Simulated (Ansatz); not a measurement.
A trial cell of InGa2As3, before relaxation:

```xyz
6
Lattice="3.9847 0.0000 0.0000 -1.9924 3.4509 0.0000 0.0000 0.0000 9.7606" Properties=species:S:1:pos:R:3 pbc="T T T"
In    0.0000    2.3006    6.5071
Ga    0.0000    0.0000    0.0000
Ga    1.9924    1.1503    3.2535
As    0.0000    0.0000    2.4401
As    1.9924    1.1503    5.6937
As    0.0000    2.3006    8.9472
```

All numbers below come from Ansatz, DFT PBE, scalar-relativistic, plane waves, PAW. Cutoff 420 eV, Gaussian smearing, Γ-centred meshes. Cell and atoms relax first on a coarse mesh and then on a finer one. In between, the cell is made exact in the group found at 0.06 Å. In metals the finer mesh still leaves noise of several meV/atom or more. The steps can't lower the symmetry of their start. No spin polarisation.

A guess keeps its type if space group and coordination stay and the shape of the cell changes little (axis ratios within about 15 %, angles within 6°); the volume may change.

Question: Will the relaxed cell still be of the starting type?

Answer: It keeps its type. The symmetry stays P3m1 (No. 156). The volume per atom grows by 14.7 %, from 22.4 to 25.7 Å³. The shortest distance goes from 2.44 Å (Ga–As and In–As) to 2.48 Å (Ga–As). The ratio c/a of the conventional cell changes by a factor of 1.00. Counting neighbours within 15 % of an atom's shortest distance, the start has As 4, Ga 4, In 4 and the end As 4, Ga 4, In 4.

The last run used a 12×12×4 mesh (in the run's order of axes) for its 6-atom cell and Gaussian smearing of 0.10 eV. A structure relaxed within its symmetry needn't be a true minimum.
